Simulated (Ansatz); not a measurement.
**Au: axial (c/a) deformation path**

The calculation used DFT LDA, scalar-relativistic, plane waves, PAW (Ansatz). Settings: plane waves to 420 eV, k-mesh 22×22×12 (Γ-centred), Gaussian smearing 0.15 eV. Spin–orbit coupling is left out, which can shift energies with elements as heavy as these. No spin polarisation. Energies are free energies at this smearing, counted from the undisturbed cell; pressure is positive in compression.

The undisturbed cell (as given, not relaxed at this level; it stands at -9.7 GPa; this form isn't the usual structure):

```xyz
2
Lattice="1.4113 -2.5559 0.0000 1.4113 2.5559 0.0000 0.0000 0.0000 4.8932" Properties=species:S:1:pos:R:3 pbc="T T T"
Au    1.4113   -0.8451    1.2233
Au    1.4113    0.8451    3.6699
```

At fixed volume and fractional coordinates, lengths along (0.000, 0.000, 1.000) are scaled against those across it; ρ is that ratio over its starting value. The cell is metallic on the mesh throughout. At -10 GPa the given cell is far from its own equilibrium, so these figures belong to a strongly strained crystal.

| ρ | ΔE (meV/atom) |
| --- | --- |
| 0.850 | 50.7 |
| 0.920 | 13.8 |
| 0.960 | 2.8 |
| 1.000 | 0.0 |
| 1.100 | 26.8 |
| 1.200 | 102.9 |

Question: Predict the pressure (GPa) at each point.

Answer:
```
    ρ  pressure (GPa)
0.850            -6.9
0.920            -9.3
0.960            -9.8
1.000            -9.7
1.100            -6.8
1.200            -0.4
```